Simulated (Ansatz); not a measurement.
MgRh (CsCl type, Pm-3m) under volume change, LDA in the plane-wave PAW code Ansatz, scaled uniformly.

| V (Å³/atom) | E − E(relaxed) (meV/atom) | P (GPa) |
|---|---|---|
| 12.878 | ? | ? |
| 13.303 | 24.9 | 9.95 |
| 13.727 | ? | ? |
| 14.152 | 0.0 | 0.00 |
| 14.577 | 5.3 | -3.88 |
| 15.001 | 20.0 | -7.16 |
| 15.426 | 42.8 | -9.94 |

Task: Complete the blanks.

Result: 
- 13.727, E − E(relaxed) (meV/atom): 5.9
- 13.727, P (GPa): 4.56
- 12.878, E − E(relaxed) (meV/atom): 59.5
- 12.878, P (GPa): 16.32

Task: What does a third-order Birch–Murnaghan fit give for V₀, B₀ and B′?

Result: V₀ = 14.15 Å³/atom, B₀ = 140 GPa, B′ = 4.5.

The workflow started from a Materials Project entry (that database holds measured and hypothetical structures alike); the Crystallography Open Database files this formula in space group No. 221, but the cells were not matched. Its standing as an ambient phase is unchecked. Symmetry was held in the LDA relaxation; of distortions, only those at the zone centre were tested. No spin polarisation was allowed.

Potentials: the later of the program's two PAW sets.
